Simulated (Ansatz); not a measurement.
**FeB2 under pressure**

Theory: DFT LDA, scalar-relativistic, plane waves, PAW in Ansatz. Settings: 420 eV plane-wave cutoff, Γ-centred 18×18×16 mesh, Gaussian smearing of 0.20 eV. No spin polarisation. Phonons by linear response, acoustic sum rule imposed.

Equilibrium structure at this level:
```cif
data_structure
_symmetry_space_group_name_H-M 'P 1'
_symmetry_Int_Tables_number 1
_cell_length_a 3.0322
_cell_length_b 3.0322
_cell_length_c 2.5627
_cell_angle_alpha 90.000
_cell_angle_beta 90.000
_cell_angle_gamma 120.000
_cell_volume 20.40
loop_
_atom_site_label
_atom_site_type_symbol
_atom_site_fract_x
_atom_site_fract_y
_atom_site_fract_z
_atom_site_occupancy
Fe1 Fe 0.00000 0.00000 0.00000 1
B1 B 0.33333 0.66667 0.50000 1
B2 B 0.66667 0.33333 0.50000 1
```

In a metal, frequencies and elastic constants depend on the k mesh and the smearing, soft modes and shear constants most. Spin polarisation was left out, and a magnetic state may lie lower.

Optical modes at Γ (cm⁻¹) at zero pressure: 282, 388, 533, 779.

Problem. Under hydrostatic pressure the same modes lie at 288, 394, 536, 784 cm⁻¹. What is the pressure, and how much has the cell shrunk?

Solution. 2 GPa; the volume is 0.6 % smaller.